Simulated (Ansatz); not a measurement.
InSe: do energies and stresses tell the same story?

These are results of DFT PBE+D3(BJ), scalar-relativistic, plane waves, PAW (Ansatz 0.2.0), not measurements.

Plane waves to 420 eV, a k mesh through Γ of 12×12×2 on the computed 8-atom cell and Gaussian smearing (0.02 eV); no spin polarisation.

Relaxed cell: P6_3/mmc, a = 4.032 Å, b = 4.032 Å, c = 16.762 Å, α = 90.00°, β = 90.00°, γ = 120.00°, 8 atoms in the primitive cell.

Energies at zero smearing and pressures from the stress tensor, at volumes with shape and atoms relaxed:
| V (Å³/atom) | E − E(first) (meV/atom) | P (GPa) |
| --- | --- | --- |
| 25.957 | 0.00 | 5.21 |
| 26.842 | -23.84 | 3.47 |
| 27.727 | -38.95 | 2.05 |
| 28.611 | -46.96 | 0.90 |
| 29.496 | -49.35 | 0.00 |
| 30.381 | -47.47 | -0.69 |
| 31.266 | -42.69 | -1.06 |
| 32.446 | -33.85 | -1.28 |

Q: Check P = −dE/dV between neighbouring volumes, and get the bulk modulus from the pressures alone.

A: With 1 eV/Å³ = 160.2 GPa:
```tsv
middle V (Å³/atom)	−ΔE/ΔV (GPa)	mean P (GPa)
26.399	4.316	4.343
27.284	2.737	2.761
28.169	1.451	1.473
29.054	0.432	0.449
29.939	-0.341	-0.345
30.824	-0.864	-0.876
31.856	-1.200	-1.173
```

The two differ by 0.03 GPa at most. The mean of two end pressures misses the average over a step by about ΔV² P″/12, up to 0.04 GPa here; with that taken off 0.03 GPa remains, from the finite cutoff, the mesh or the relaxation's tolerance. Around V = 29.496 Å³/atom, the two neighbours give B = −V ΔP/ΔV = 29.496 × 1.59 / 1.770 = 26.5 GPa, against B0 = 23.9 GPa from the Birch–Murnaghan fit of the energies, which describes these points poorly (B0' = 9.1).